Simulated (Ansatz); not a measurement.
## Property card for ZnS

ZnS:
```
CELL_PARAMETERS angstrom
      4.66643     0.00000     0.00000
      0.00000     4.66643     0.00000
      0.00000     0.00000     4.05952
ATOMIC_POSITIONS crystal
  Zn 0.50000 0.00000 0.06235
  Zn 0.00000 0.50000 0.93765
  S  0.00000 0.00000 0.00000
  S  0.50000 0.50000 0.00000
```

Space group P4/nmm (No. 129); conventional cell a = b = 4.6664 Å, c = 4.0595 Å, α = β = γ = 90.00°.

Method: the program Ansatz at the LDA level (PAW). Geometry: relaxed at this level of theory. Other levels are named where they apply.

### Cell and energy

```json
{
  "volume_per_atom": "22.10 Å³",
  "density": "3.66 g/cm³",
  "Formation energy from the elements (no fitted shifts)": "-0.19 eV/atom"
}
```

### Electronic structure

```json
{
  "electronic_character": "metallic (no gap)",
  "Density of states at the Fermi level": "0.22 states/eV per atom (mean over ±0.08 eV)"
}
```

### Mechanics

```json
{
 "Bulk modulus (Birch–Murnaghan fit)": "8.8 GPa",
 "Pressure derivative B′": "11.2"
}
```

### Phonons

```json
{
  "highest_zone_centre_frequency": "350 cm⁻¹",
  "zone_centre_stability": "unstable, softest mode 104i cm⁻¹"
}
```

The cell is a constructed one: a structure type filled with these elements; neither database checked (COD, Materials Project) lists it. It is not the phase usual at ambient conditions (space group No. 186, 216). The cell was relaxed with LDA under the symmetry of its start. A crystal of weakly bound layers computed without a dispersion correction: the cell and the soft elastic constants depend strongly on that. As this level gives no gap, phonon frequencies hold no LO–TO term and depend on the k-mesh and smearing (Fermi–Dirac, 0.1 eV here). The references are the lowest solids computed at this level, not always the standard phases.

Potentials: the later of the program's two PAW sets.
